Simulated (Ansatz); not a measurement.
The slice is one period of a {100} plane through atoms; its size isn't given.

Level of theory: PBEsol (plane waves to 420 eV, PAW, scalar-relativistic; Ansatz, a program for electronic structure). Near the nuclei the fields are pseudised (PAW); where an atom keeps semicore shells as valence, they peak there.

```
|9999886633110000000000000000001133668899|
|8888775522000000000000000000000022557788|
|6666553311000000111111111100000011335566|
|4433221100001111111111111111110000112233|
|1111000000111122222222222222111100000011|
|0000000011112222333333333322221111000000|
|0000000011222233334444443333222211000000|
|0000001111223333445555554433332211110000|
|0000001111223344555566555544332211110000|
|0000001111223344556666665544332211110000|
|0000001111223344555566555544332211110000|
|0000001111223333445555554433332211110000|
|0000000011222233334444443333222211000000|
|0000000011112222333333333322221111000000|
|1111000000111122222222222222111100000011|
|4433221100001111111111111111110000112233|
|6666553311000000111111111100000011335566|
|8888775522000000000000000000000022557788|
|9999886633110000000000000000001133668899|
|9999886644110000000000000000001144668899|
```
Scale: ten equal steps from -1.16 (start of '0') to 0.98 (end of '9'), in the order '0123456789'. Values: log₁₀ of the valence density in e/Å³. The map has 20 points along u (two characters each, u = 0 at the left) and 20 along v (v = 0 in the bottom row). The scale is logarithmic, as a density can span decades between atoms and voids.

```
|xxxxxx771100000011111111110000001177xxxx|
|xxxxxx440000001122333333221100000044xxxx|
|8877441100000033556666665533000000114477|
|2211000000003366888899888866330000000011|
|0000000000337799999999999999773300000000|
|0000000033779999999999999999997733000000|
|0000113366999999999999999999999966331100|
|0011225588999999xxxxxxxxxx99999988552211|
|1111336688999999xxxxxxxxxx99999988663311|
|1111336699999999xxxxxxxxxx99999999663311|
|1111336688999999xxxxxxxxxx99999988663311|
|0011225588999999xxxxxxxxxx99999988552211|
|0000113366999999999999999999999966331100|
|0000000033779999999999999999997733000000|
|0000000000337799999999999999773300000000|
|2211000000003366888899888866330000000011|
|8877441100000033556666665533000000114477|
|xxxxxx440000001122333333221100000044xxxx|
|xxxxxx771100000011111111110000001177xxxx|
|xxxxxx882200000000111111000000002288xxxx|
```
Scale: ten equal steps from 0.02 (start of '0') to 1.00 (end of '9'), in the order '0123456789'. Values: electron localisation function (ELF). The map has 20 points along u (two characters each, u = 0 at the left) and 20 along v (v = 0 in the bottom row). Points within 0.4 Å of a nucleus are blanked (x), as the pseudised field means little there.

Question: Which relaxed crystal do these maps come from?
A) SnSe (rock salt)
B) NaH (rock salt)
C) LiH (rock salt)
D) ZrC (rock salt)

Answer: C, LiH (rock salt). Atoms on the slice: Li at (0.00, 0.00); H at (0.50, 0.50)

All were relaxed with their symmetry unable to fall. This is one of several known forms of SnSe; the measured ambient cells at hand have space group No. 62. ZrC is run without spin polarisation.
